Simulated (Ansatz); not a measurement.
**Sr: all-electron results**

```
CELL_PARAMETERS angstrom
0.00000 3.04235 3.04235
3.04235 0.00000 3.04235
3.04235 3.04235 0.00000
ATOMIC_POSITIONS crystal
Sr 0.00000 0.00000 0.00000
```

The cell is COD entry 9008484, as deposited and not checked against the literature; nothing was relaxed.

These are results of DFT, LDA, all-electron LAPW, scalar-relativistic (Ansatz 0.2.0), not measurements.

The runs use a Γ-centred 10×10×10 k mesh, Fermi–Dirac smearing of 0.08 eV, basis error target 0.5 meV/atom, no spin polarisation.

* Pressure at this cell: -1.55 GPa
* Volume per atom: 56.32 Å³

Q: Band gap: what does the calculation give?

A: None at this level of theory (metallic, semimetallic, or a small gap that the functional closes).

Q: Give the computed value. Density of states at the Fermi level (0.2 eV bin).

A: 0.49 states/eV per cell.
